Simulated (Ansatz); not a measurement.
Consider the following.

AlP:
```cif
data_Al4P4
_chemical_formula_sum 'P4 Al4'
_space_group_name_H-M_alt 'F-43m'
_space_group_IT_number 216
_space_group_name_Hall 'F -4 2 3'
_cell_length_a 5.43373
_cell_length_b 5.43373
_cell_length_c 5.43373
_cell_angle_alpha 90.000
_cell_angle_beta 90.000
_cell_angle_gamma 90.000
loop_
_atom_site_label
_atom_site_type_symbol
_atom_site_symmetry_multiplicity
_atom_site_Wyckoff_symbol
_atom_site_fract_x
_atom_site_fract_y
_atom_site_fract_z
_atom_site_occupancy
P1 P 4 c 0.25000 0.25000 0.25000 1
Al1 Al 4 a 0.00000 0.00000 0.00000 1
```
(The calculation used a cell of 2 atoms; values per cell refer to that cell.)

This is the LDA-relaxed structure.

### Question
All from LDA (plane waves, PAW; program Ansatz), unless another level is named. Estimate the smallest direct gap on the standard path.

### Answer
3.23 eV.

### Question
And the electron effective mass?

### Answer
0.24, 0.24, 0.77 mₑ (principal values).

### Question
Predict the hole effective mass, band 3 of 3 at the edge.

### Answer
0.20 along [100], 0.15 along [110], 0.14 along [111] (mₑ).

### Question
What about the weight of the valence-edge state by species (Voronoi cells)?

### Answer
P 77 %, Al 23 %.

### Question
Give the valence-band maximum.

### Answer
at Γ.

### Question
Predict the weight of the conduction-edge state by species (Voronoi cells).

### Answer
Al 63 %, P 37 %.

The LDA relaxation kept the symmetry of its start; phonons on a q-mesh show no instability.

Potentials: the later of the program's two PAW sets.
